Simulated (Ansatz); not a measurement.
# What moves the field gradients of SiO₂?

Cell of run 1: a COD entry, taken as it stands.

```cif
data_SiO2
_symmetry_space_group_name_H-M 'P4_12_12'
_symmetry_Int_Tables_number 92
_cell_length_a 4.9727
_cell_length_b 4.9727
_cell_length_c 6.9257
_cell_angle_alpha 90.000
_cell_angle_beta 90.000
_cell_angle_gamma 90.000
loop_
_atom_site_label
_atom_site_type_symbol
_atom_site_symmetry_multiplicity
_atom_site_Wyckoff_symbol
_atom_site_fract_x
_atom_site_fract_y
_atom_site_fract_z
Si Si 4 a 0.3007 0.3007 0.0000
O O 8 b 0.2390 0.1041 0.1787
```

One atom of each set is listed.

Relaxed positions (PBE, cell held):

Si (0.3055, 0.3055, 0.0000)
O (0.2365, 0.1167, 0.1852)

All runs are DFT with Ansatz 0.2.0 (plane waves and PAW, scalar-relativistic unless spin–orbit coupling is named, Γ-centred meshes, Fermi–Dirac smearing where given) in this cell.

Run 1: PBE, gradients read without the response of the cores, atoms as given; 420 eV, 5×5×4 k-points, smearing 0.02 eV.
Run 2: PBE, gradients read without the response of the cores, atoms relaxed; 420 eV, 5×5×4 k-points, smearing 0.02 eV.
Run 3: r2SCAN, gradients read without the response of the cores, at the relaxed atoms; 500 eV, 5×5×4 k-points, smearing 0.02 eV.

| run | Si V_zz (η) | O V_zz (η) |
| --- | --- | --- |
| 1 | 0.48 (0.99) | 9.40 (0.14) |
| 2 | -0.37 (0.91) | 9.75 (0.19) |
| 3 | ? | ? |

V_zz in 10²¹ V/m².

Task: Estimate the row of run 3.

Result: Si: -0.37 (0.86); O: 9.67 (0.19). It lies nearest to run 2, from whose tensors on these sites it differs by 0.09 at most (largest principal value of the difference, on O). Taken one at a time, the positions of the atoms (as given or relaxed) move the tensors on these sites by up to 0.51 (largest principal value of the change, on O), the functional (r2SCAN with its higher cutoff) by 0.09 (O). On some sites the largest principal value moves to another axis from run to run, and the sign of V_zz can flip with it.

In runs 1, 3 the atoms aren't at the calculated equilibrium (largest force 0.48, 0.31 eV/Å). The cell isn't the equilibrium one in run 1 (calculated pressure 8 GPa), and the entry's cell may itself be off.
